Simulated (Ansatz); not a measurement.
LiBH₇N: ¹⁴N nuclear quadrupole resonance

Cell: a Materials Project structure (computed, not necessarily an observed phase).

```cif
data_LiBH7N
_symmetry_space_group_name_H-M 'Pnma'
_symmetry_Int_Tables_number 62
_cell_length_a 5.9984
_cell_length_b 4.5114
_cell_length_c 14.7056
_cell_angle_alpha 90.000
_cell_angle_beta 90.000
_cell_angle_gamma 90.000
loop_
_atom_site_label
_atom_site_type_symbol
_atom_site_symmetry_multiplicity
_atom_site_Wyckoff_symbol
_atom_site_fract_x
_atom_site_fract_y
_atom_site_fract_z
Li Li 4 c 0.3798 0.7500 0.9272
B B 4 c 0.4193 0.7500 0.0974
H9 H 4 c 0.1057 0.7500 0.7881
H13 H 8 d 0.9804 0.9293 0.8699
H21 H 4 c 0.2433 0.7500 0.0544
H25 H 4 c 0.5801 0.7500 0.0451
H29 H 8 d 0.4269 0.9695 0.1464
N N 4 c 0.0801 0.7500 0.8571
```

One atom of each set is listed.

Computed with Ansatz: DFT, PBE, plane waves and PAW, scalar-relativistic, 420 eV cutoff, Γ-centred 6×7×3 k-points, Fermi–Dirac smearing 0.05 eV.

¹⁴N: I = 1, Q = 20.44 mb (year-2017 value). Static lattice, zero field.

**Question.** The simulated lines lie at 0.0643, 2.62, 2.68 MHz. What are |C_Q|, η and |V_zz| at N?

**Answer.** For I = 1 the lines are ν± = (3/4)|C_Q|(1 ± η/3) and ν₀ = |C_Q|η/2. Here |C_Q| = 3.53 MHz, η = 0.04 and |V_zz| = 7.14 × 10²¹ V/m². The calculation gives V_zz negative; the lines don't show the sign. The site has 3 H at 1.02–1.03 Å, 1 Li at 2.07 Å.
